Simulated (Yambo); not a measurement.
A G0W0@PBEsol run in Yambo for WSe$_{2}$ (space group P6_3/mmc, No. 194) (3×3×1 Γ-centred k mesh, bands 49 to 424 and a 7 Ry block in the screening, 424 bands in G with the Bruneval-Gonze terminator, plasmon pole fitted at 27.2 eV) gives these matrix elements, in eV, at the band edges (Γ → K):

```json
[
 {"state": "valence edge", "E0": "0.000", "<Vxc>": "-15.881", "<Σx>": "-16.405", "<Σc(E0)>": "0.484", "Z": "0.791"},
 {"state": "conduction edge", "E0": "1.190", "<Vxc>": "-15.871", "<Σx>": "-11.129", "<Σc(E0)>": "-3.994", "Z": "0.788"}
]
```

Problem. Solve the linearised quasiparticle equation for both states, give the gap, and say how exchange and correlation each act on it.

Solution. E = E0 + Z(Σx + Σc − Vxc). Valence: 0.000 + 0.791 × (-16.405 + (0.484) − (-15.881)) = -0.03 eV. Conduction: 1.190 + 0.788 × (-11.129 + (-3.994) − (-15.871)) = 1.78 eV. The gap is 1.81 eV, against 1.19 eV in PBEsol. Replacing Vxc by bare exchange alone would open it by 5.27 eV; correlation takes back 4.48 eV of that, and Z scales what is left. Nearest settings tried, and what they do to the gap: 290 bands in G: +1 meV; 290 bands in W, 290 bands in G: +11 meV; 3 Ry block (79 vectors against 279): -47 meV. Not varied: mesh. So the settings aren't converged at that level. The k mesh is coarse. The mesh misses a band edge: along a dense path the PBEsol gap is 0.75 eV against 1.19 eV on the mesh. 

The standard potential for Se keeps a d shell in the valence without the s and p states of that shell. In tests on such compounds this moved G0W0 gaps by up to about 0.9 eV, so absolute quasiparticle energies here are unreliable; differences between settings are what counts.

Spin-orbit coupling is included.

Geometry relaxed with PBE+D3(BJ); primitive cell a = b = 3.2800 Å, c = 12.7812 Å, α = β = 90.00°, γ = 120.00°.
